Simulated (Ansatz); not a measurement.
AgI:
```
CELL_PARAMETERS angstrom
     -2.08622     2.08622     2.94881
      2.08622    -2.08622     2.94881
      2.08622     2.08622    -2.94881
ATOMIC_POSITIONS crystal
  Ag 0.00000 0.00000 0.00000
  I  0.50000 0.50000 0.00000
```

Tensor components refer to the Cartesian frame of this cell.

**Question.** Give the high-frequency dielectric tensor and the Born effective charge tensors of the independent atoms from DFPT, LDA (plane waves, PAW; program Ansatz).

**Answer.** 
ε∞:
```
8.75  0.00  0.00
0.00  8.75  0.00
0.00  0.00  8.76
```
Z* of atom 1 (Ag), rows: field, columns: displacement, in e:
```
1.66  0.00  0.00
0.00  1.66  0.00
0.00  0.00  1.66
```
Z* of atom 2 (I), rows: field, columns: displacement, in e:
```
-1.66   0.00   0.00
 0.00  -1.66   0.00
 0.00   0.00  -1.66
```

Space group Fm-3m (rock salt). This is a known high-pressure phase of the composition, computed here at zero pressure and temperature. Symmetry was held in the LDA relaxation; phonons show weakly imaginary modes. No spin polarisation was allowed. The volume moved by -16 % from the start of the relaxation. Spin–orbit coupling is left out wherever it is not named.

Potentials: the later of the program's two PAW sets.
